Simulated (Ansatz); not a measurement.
Relaxed Ca (fcc, Cu type):

```xyz
2
Lattice="0.0000 5.5264 5.5264 2.7632 2.7632 5.5264 2.7632 2.7632 0.0000" Properties=species:S:1:pos:R:3 pbc="T T T"
Ca     0.0000     0.0000     0.0000
Ca     2.7632     5.5264     8.2897
```

The atoms are displaced by Q × the pattern below (from a DFPT mode at X = (0.5, 0.5, 0.0), largest move 1; Q in Å), at fixed cell. It is one choice among 2 degenerate patterns. (q is in reciprocal vectors of the primitive cell; the cell shown is doubled to hold the pattern.)

```json
[
 {"atom": "Ca1", "x": "0.000", "y": "1.000", "z": "0.000"},
 {"atom": "Ca2", "x": "0.000", "y": "-1.000", "z": "0.000"}
]
```

Calculation: PBE (plane waves to 420 eV, PAW, scalar-relativistic; Ansatz, a program for electronic structure). k mesh 15×15×15 (Γ-centred), Fermi-Dirac smearing 0.05 eV. The energy includes the smearing's −TS. With partly filled bands, energies and forces of such displacements shift with the k mesh and the smearing. Ca was relaxed with its symmetry unable to fall. The PAW data are Ansatz's earlier set. The zero of ΔE is the undisplaced structure. The last digit holds for this mesh only.

```csv
Q (Å),ΔE (meV/cell)
-0.2800,188.2
-0.2333,130.8
-0.1867,withheld
-0.1400,47.1
-0.0933,21.0
-0.0467,5.2
0.0000,0.0
0.0467,5.2
0.0933,21.0
0.1400,47.1
0.1867,withheld
0.2333,130.8
0.2800,188.2
```

Question: Fit an even polynomial form (powers 2, 4) to the given rows and predict ΔE at Q = -0.1867.

Answer: Least squares on the 11 given rows: ΔE = (2407)·Q² + (-84.19)·Q⁴, in meV/cell with Q in Å; root-mean-square residual 0.04 meV/cell. At -0.1867 the fit gives 83.8 meV/cell; the calculation gives 83.8 meV/cell, the same to the digits shown. The quadratic term alone would give 83.9 meV/cell.

(A displaced cell: forces are minus the slopes of the energy, force constants its curvatures, and phonons follow from these.)
